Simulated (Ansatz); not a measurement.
BAs (zinc blende, F-43m), a = b = c = 4.768 Å, α = β = γ = 90.00°; the cell used has 2 atoms.

Relaxed with PBEsol.

### Question
Decompose the optical modes at the zone centre into irreducible representations, and say which are infrared and Raman allowed.

### Answer
Point group -43m: Γ_opt = T2. Infrared: T2. Raman: T2.

### Question
Assign frequencies (DFPT, PBEsol (plane waves, PAW; program Ansatz); without the LO–TO term).

### Answer
T2 690 cm⁻¹.

The PBEsol relaxation kept the symmetry of its start.

Potentials: the earlier of the program's two PAW sets. The files were generated under PBE; for other functionals the program regenerates the frozen cores, and for LDA and PBEsol the local potential too.
